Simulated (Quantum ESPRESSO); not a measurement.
## Si3O4NF (finding a planted mistake in a log)

A calculation, not a measurement. The program is pw.x of Quantum ESPRESSO 7.5 (plane-wave density functional theory). The cell is made up: 9 atoms on a quartz lattice, with randomly drawn elements, strain and displacements, not relaxed. PseudoDojo standard norm-conserving files (v0.5 for PBE, v0.4.1 for LDA and PBEsol) set the functional; there is no spin polarisation, spin-orbit coupling or dispersion term, and the masses in the input are unused placeholders.

Intended input:

```
&control calculation='scf', pseudo_dir='./dojo.nc.sr.pbe.v0_5.standard.upf', outdir='./o', disk_io='medium', tprnfor=.true., tstress=.true. /
&system ibrav=0, nat=9, ntyp=4, nbnd=30, ecutwfc=84.00895049, nosym=.true., tot_charge=0,
 occupations='smearing', smearing='fd', degauss=0.0018374661
/
&electrons conv_thr=7.350e-09, electron_maxstep=60, /
ATOMIC_SPECIES
F 1.0 F.upf
N 1.0 N.upf
O 1.0 O.upf
Si 1.0 Si.upf
CELL_PARAMETERS angstrom
5.0632 0.0 0.0
-2.5316 4.3849 0.0
0.0 0.0 5.5575
ATOMIC_POSITIONS angstrom
Si 2.3844 -0.0299 3.7074
Si -1.1814 2.068 1.8777
Si 1.3453 2.318 0.0001
O 1.4009 1.1575 4.3749
O 3.3501 0.621 2.5201
O 2.8485 2.5677 0.7056
N 0.2875 1.8268 1.1811
O -1.1325 3.1898 3.043
F 0.8301 3.7406 4.8674
K_POINTS automatic
5 5 4 1 1 1
```

The log is shortened where brackets say so; the opening notice, blank lines, dates and the lines on written files are dropped, and the path of the files is cut. It prints rydbergs, bohrs and kilobars, and counts compression as positive stress. Where no state is partly filled, the Fermi energy that it prints is only some level between the filled and the empty states on the mesh, and need not lie in the true gap.

Log of the intended run:

```
     Program PWSCF v.7.5
     Parallel version (MPI & OpenMP), running on       1 processor cores
     Number of MPI processes:                 1
     Threads/MPI process:                     1
     [start-up lines left out]
     bravais-lattice index     =            0
     lattice parameter (alat)  =       9.5681  a.u.
     unit-cell volume          =     832.6469 (a.u.)^3
     number of atoms/cell      =            9
     number of atomic types    =            4
     number of electrons       =        48.00
     number of Kohn-Sham states=           30
     kinetic-energy cutoff     =      84.0090  Ry
     charge density cutoff     =     336.0358  Ry
     scf convergence threshold =      7.3E-09
     mixing beta               =       0.7000
     number of iterations used =            8  plain     mixing
     Exchange-correlation= PBE
                           (   1   4   3   4   0   0   0)
     [axes and pseudopotential details left out]
   Cartesian axes
     site n.     atom                  positions (alat units)
         1        Si     tau(   1) = (   0.4709275  -0.0059054   0.7322247  )
         2        Si     tau(   2) = (  -0.2333307   0.4084374   0.3708524  )
         3        Si     tau(   3) = (   0.2657015   0.4578132   0.0000198  )
         4        O      tau(   4) = (   0.2766827   0.2286104   0.8640583  )
         5        O      tau(   5) = (   0.6616567   0.1226497   0.4977287  )
         6        O      tau(   6) = (   0.5625889   0.5071299   0.1393585  )
         7        N      tau(   7) = (   0.0567823   0.3607995   0.2332714  )
         8        O      tau(   8) = (  -0.2236728   0.6299968   0.6010033  )
         9        F      tau(   9) = (   0.1639477   0.7387818   0.9613288  )
     number of k points=    50  Fermi-Dirac smearing, width (Ry)=  0.0018
                       cart. coord. in units 2pi/alat
        k(    1) = (   0.1000000   0.1732035   0.1138821), wk =   0.0400000
        k(    2) = (   0.1000000   0.1732035   0.3416464), wk =   0.0400000
     [further k points left out]
     Dense  grid:    86563 G-vectors     FFT dimensions: (  60,  60,  64)
     Estimated max dynamical RAM per process >     111.61 MB
     Initial potential from superposition of free atoms
     starting charge      47.9981, renormalised to      48.0000
     Starting wfcs are   36 randomized atomic wfcs
     total cpu time spent up to now is       17.1 secs
     per-process dynamical memory:    68.2 Mb
     Self-consistent Calculation
     iteration #  1     ecut=    84.01 Ry     beta= 0.70
     Davidson diagonalization with overlap
     ethr =  1.00E-02,  avg # of iterations =  3.0
     total cpu time spent up to now is       54.2 secs
     total energy              =    -227.16398543 Ry
     estimated scf accuracy    <       2.69837477 Ry
     iteration #  2     ecut=    84.01 Ry     beta= 0.70
     Davidson diagonalization with overlap
     ethr =  5.62E-03,  avg # of iterations =  3.0
     total cpu time spent up to now is       91.5 secs
     total energy              =    -227.63115959 Ry
     estimated scf accuracy    <       3.02933260 Ry
     [iterations 3 to 10 left out]
     iteration # 11     ecut=    84.01 Ry     beta= 0.70
     Davidson diagonalization with overlap
     ethr =  1.40E-09,  avg # of iterations =  2.6
     total cpu time spent up to now is      402.2 secs
     total energy              =    -228.32209026 Ry
     estimated scf accuracy    <       0.00000003 Ry
     iteration # 12     ecut=    84.01 Ry     beta= 0.70
     Davidson diagonalization with overlap
     ethr =  6.81E-11,  avg # of iterations =  3.5
     total cpu time spent up to now is      434.9 secs
     End of self-consistent calculation
     [lines on levels left out]
     the Fermi energy is     5.0611 ev
!    total energy              =    -228.32209027 Ry
     estimated scf accuracy    <          1.3E-09 Ry
     smearing contrib. (-TS)   =      -0.00000000 Ry
     internal energy E=F+TS    =    -228.32209027 Ry
     The total energy is F=E-TS. E is the sum of the following terms:
     one-electron contribution =    -113.34558461 Ry
     hartree contribution      =      81.13654004 Ry
     xc contribution           =     -60.65809230 Ry
     ewald contribution        =    -135.45495340 Ry
     convergence has been achieved in  12 iterations
     Forces acting on atoms (cartesian axes, Ry/au):
     atom    1 type  4   force =    -0.12864415    0.10408372   -0.18491347
     atom    2 type  4   force =     0.04801048   -0.04269160   -0.07209906
     atom    3 type  4   force =     0.02871758   -0.18558070    0.21501819
     atom    4 type  3   force =     0.06596508   -0.02714202   -0.02332672
     atom    5 type  3   force =    -0.03744878   -0.02617128    0.07735091
     atom    6 type  3   force =    -0.07467699    0.01922835   -0.06637494
     atom    7 type  2   force =     0.03180400    0.02806838   -0.04570924
     atom    8 type  3   force =     0.03809219    0.07948227    0.11005712
     atom    9 type  1   force =     0.02818059    0.05072289   -0.01000278
     Total force =     0.451321     Total SCF correction =     0.000068
     Computing stress (Cartesian axis) and pressure
          total   stress  (Ry/bohr**3)                   (kbar)     P=      -29.06
  -0.00027310  -0.00032379   0.00010677          -40.18      -47.63       15.71
  -0.00032379  -0.00013758  -0.00017275          -47.63      -20.24      -25.41
   0.00010677  -0.00017275  -0.00018204           15.71      -25.41      -26.78
     init_run     :     16.03s CPU     16.96s WALL (       1 calls)
     electrons    :    403.17s CPU    417.80s WALL (       1 calls)
     forces       :      4.38s CPU      4.45s WALL (       1 calls)
     stress       :     18.09s CPU     18.40s WALL (       1 calls)
     [timing details left out]
     PWSCF        :   7m21.95s CPU   7m38.09s WALL
     JOB DONE.
```

A second run was made from an input with one planted mistake. Its log:

```
     Program PWSCF v.7.5
     Parallel version (MPI & OpenMP), running on       1 processor cores
     Number of MPI processes:                 1
     Threads/MPI process:                     1
     [start-up lines left out]
     bravais-lattice index     =            0
     lattice parameter (alat)  =       9.5681  a.u.
     unit-cell volume          =     832.6469 (a.u.)^3
     number of atoms/cell      =            9
     number of atomic types    =            4
     number of electrons       =        48.00
     number of Kohn-Sham states=           48
     kinetic-energy cutoff     =      84.0090  Ry
     charge density cutoff     =     336.0358  Ry
     scf convergence threshold =      7.3E-09
     mixing beta               =       0.7000
     number of iterations used =            8  plain     mixing
     Exchange-correlation= PBE
                           (   1   4   3   4   0   0   0)
     [axes and pseudopotential details left out]
   Cartesian axes
     site n.     atom                  positions (alat units)
         1        Si     tau(   1) = (   0.4709275  -0.0059054   0.7322247  )
         2        Si     tau(   2) = (  -0.2333307   0.4084374   0.3708524  )
         3        Si     tau(   3) = (   0.2657015   0.4578132   0.0000198  )
         4        O      tau(   4) = (   0.2766827   0.2286104   0.8640583  )
         5        O      tau(   5) = (   0.6616567   0.1226497   0.4977287  )
         6        O      tau(   6) = (   0.5625889   0.5071299   0.1393585  )
         7        N      tau(   7) = (   0.0567823   0.3607995   0.2332714  )
         8        O      tau(   8) = (  -0.2236728   0.6299968   0.6010033  )
         9        F      tau(   9) = (   0.1639477   0.7387818   0.9613288  )
     number of k points=    50  Fermi-Dirac smearing, width (Ry)=  0.0220
                       cart. coord. in units 2pi/alat
        k(    1) = (   0.1000000   0.1732035   0.1138821), wk =   0.0400000
        k(    2) = (   0.1000000   0.1732035   0.3416464), wk =   0.0400000
     [further k points left out]
     Dense  grid:    86563 G-vectors     FFT dimensions: (  60,  60,  64)
     Estimated max dynamical RAM per process >     126.77 MB
     Initial potential from superposition of free atoms
     starting charge      47.9981, renormalised to      48.0000
     Starting wfcs are   36 randomized atomic wfcs +   12 random wfcs
     total cpu time spent up to now is       17.6 secs
     per-process dynamical memory:    71.3 Mb
     Self-consistent Calculation
     iteration #  1     ecut=    84.01 Ry     beta= 0.70
     Davidson diagonalization with overlap
     ethr =  1.00E-02,  avg # of iterations =  6.8
     total cpu time spent up to now is       97.9 secs
     total energy              =    -227.22060529 Ry
     estimated scf accuracy    <       2.64353321 Ry
     iteration #  2     ecut=    84.01 Ry     beta= 0.70
     Davidson diagonalization with overlap
     ethr =  5.51E-03,  avg # of iterations =  2.0
     total cpu time spent up to now is      144.3 secs
     total energy              =    -227.50281721 Ry
     estimated scf accuracy    <       3.37293882 Ry
     [iterations 3 to 10 left out]
     iteration # 11     ecut=    84.01 Ry     beta= 0.70
     Davidson diagonalization with overlap
     ethr =  9.86E-11,  avg # of iterations =  2.0
     total cpu time spent up to now is      533.9 secs
     total energy              =    -228.32267362 Ry
     estimated scf accuracy    <       0.00000001 Ry
     iteration # 12     ecut=    84.01 Ry     beta= 0.70
     Davidson diagonalization with overlap
     ethr =  2.25E-11,  avg # of iterations =  2.0
     total cpu time spent up to now is      563.6 secs
     End of self-consistent calculation
     [lines on levels left out]
     the Fermi energy is     5.8383 ev
!    total energy              =    -228.32267362 Ry
     estimated scf accuracy    <          1.1E-09 Ry
     smearing contrib. (-TS)   =      -0.00318839 Ry
     internal energy E=F+TS    =    -228.31948524 Ry
     The total energy is F=E-TS. E is the sum of the following terms:
     one-electron contribution =    -113.34505429 Ry
     hartree contribution      =      81.13780689 Ry
     xc contribution           =     -60.65728444 Ry
     ewald contribution        =    -135.45495340 Ry
     convergence has been achieved in  12 iterations
     Forces acting on atoms (cartesian axes, Ry/au):
     atom    1 type  4   force =    -0.12853028    0.10388382   -0.18436151
     atom    2 type  4   force =     0.04647688   -0.04251323   -0.07059974
     atom    3 type  4   force =     0.02991420   -0.18485061    0.21247728
     atom    4 type  3   force =     0.06513148   -0.02661689   -0.02293291
     atom    5 type  3   force =    -0.03711029   -0.02577205    0.07646799
     atom    6 type  3   force =    -0.07435901    0.01896388   -0.06578084
     atom    7 type  2   force =     0.03189355    0.02765961   -0.04533410
     atom    8 type  3   force =     0.03779939    0.07877266    0.10887698
     atom    9 type  1   force =     0.02878407    0.05047280   -0.00881315
     Total force =     0.448134     Total SCF correction =     0.000051
     Computing stress (Cartesian axis) and pressure
          total   stress  (Ry/bohr**3)                   (kbar)     P=      -27.76
  -0.00026435  -0.00032434   0.00010841          -38.89      -47.71       15.95
  -0.00032434  -0.00013023  -0.00017433          -47.71      -19.16      -25.64
   0.00010841  -0.00017433  -0.00017163           15.95      -25.64      -25.25
     init_run     :     16.53s CPU     17.45s WALL (       1 calls)
     electrons    :    533.20s CPU    546.00s WALL (       1 calls)
     forces       :      7.08s CPU      7.15s WALL (       1 calls)
     stress       :     29.18s CPU     29.30s WALL (       1 calls)
     [timing details left out]
     PWSCF        :   9m46.30s CPU  10m 0.52s WALL
     JOB DONE.
```

Question: what was wrong in the second input?

Answer: the smearing is too wide. The input lines that differ, file-writing options aside:

```
- &system ibrav=0, nat=9, ntyp=4, nbnd=30, ecutwfc=84.00895049, nosym=.true., tot_charge=0,
+ &system ibrav=0, nat=9, ntyp=4, nbnd=48, ecutwfc=84.00895049, nosym=.true., tot_charge=0,
-  occupations='smearing', smearing='fd', degauss=0.0018374661
+  occupations='smearing', smearing='fd', degauss=0.0220495933
```

|  | intended run | run with the mistake |
| --- | --- | --- |
| free energy (eV) | -3106.480 | -3106.488 |
| smearing term -TS (eV) | 0.0000 | -0.0434 |
| pressure (GPa) | -2.91 | -2.78 |
| largest force component (eV/Å) | 5.528 | 5.463 |
| largest change of a force component (eV/Å) |  | 0.065 |
| iterations | 12 | 12 |

For scale, a rerun of the intended cell at 1437 eV and a 7 x 7 x 6 mesh moved values by no more than 0.002 eV in energy, 0.02 GPa in stress and 0.002 eV/Å in force. The number of bands, nbnd, was set by rule from the electron count and the smearing, so it follows the mistake.